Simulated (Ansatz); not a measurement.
This cell of Sc (hcp, Mg type) is off equilibrium:

```
Sc
1.0
    3.31943     0.00000     0.00000
   -1.65971     2.87471     0.00000
    0.00000     0.00000    10.33275
Sc
4
Cartesian
  0.00000   1.91647   3.87478
  0.00000   1.91647   9.04116
  1.65971   0.95824   1.15159
  1.65971   0.95824   6.59797
```

Computed with PBE (plane waves to 420 eV, PAW, scalar-relativistic; Ansatz, a program for electronic structure). k mesh 16×16×5 (Γ-centred), Fermi-Dirac smearing 0.05 eV. Compression counts positive. With partly filled bands, energies and forces of such displacements shift with the k mesh and the smearing. Sc is run without spin polarisation. Sc was relaxed with its symmetry unable to fall.

Problem. Predict the force on every atom, in eV/Å.

Solution. 
| atom | Fx | Fy | Fz |
|---|---|---|---|
| Sc1 | 0.000 | 0.000 | 0.000 |
| Sc2 | 0.000 | 0.000 | 0.000 |
| Sc3 | 0.000 | 0.000 | 0.597 |
| Sc4 | 0.000 | 0.000 | -0.597 |

Problem. Give the stress tensor in GPa and the pressure.

Solution. 
```
    0.1      0.0      0.0
    0.0      0.1      0.0
    0.0      0.0      0.6
```
The pressure, a third of the trace, is 0.3 GPa.

(A displaced cell: forces are minus the slopes of the energy, force constants its curvatures, and phonons follow from these.)
